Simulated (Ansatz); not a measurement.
## Y5F: phonons across the zone

Level of theory: DFT PBE, scalar-relativistic, plane waves, PAW in Ansatz. Plane waves to 420 eV; Γ-centred k mesh 8×8×8; Gaussian smearing of 0.10 eV. No spin polarisation. Phonons by linear response, acoustic sum rule imposed.

Relaxed structure:
```xyz
6
Lattice="-4.0283 4.0283 2.5300 4.0283 -4.0283 2.5300 4.0283 4.0283 -2.5300" Properties=species:S:1:pos:R:3 pbc="T T T"
Y     1.6039    3.2299    2.5300
Y     2.4244    0.7983    0.0000
Y     3.2299   -1.6039    2.5300
Y     0.7983    5.6321    0.0000
Y     0.0000    0.0000    2.5300
F     0.0000    0.0000    0.0000
```

The structure comes from a generated guess, relaxed at this level; another structure or a mixture of phases may lie lower. In a metal, frequencies and elastic constants depend on the k mesh and the smearing, soft modes and shear constants most. The q mesh is coarse, so values between its points are rough.

Force constants from linear response on a 2×2×2 q mesh.

Task: Is the structure dynamically stable on this mesh?

Result: Yes, on this mesh: no mode is imaginary.

Task: Give the frequencies (cm⁻¹; i marks imaginary ones) at the irreducible q points, in fractions of the reciprocal vectors.

Result:
| q | star | frequencies |
| --- | --- | --- |
| 0.000 0.000 0.000 | 1 | 0 0 0 99 99 105 105 117 117 120 120 125 130 131 142 190 190 202 |
| 0.000 0.000 -0.500 | 2 | 54 66 77 78 96 101 102 108 108 112 118 125 131 136 137 178 192 199 |
| 0.000 -0.500 0.000 | 4 | 67 68 78 81 82 98 99 105 106 113 115 119 122 124 151 170 174 184 |
| -0.500 -0.500 -0.500 | 1 | 81 81 81 93 98 100 107 107 110 119 119 126 130 130 132 183 183 196 |
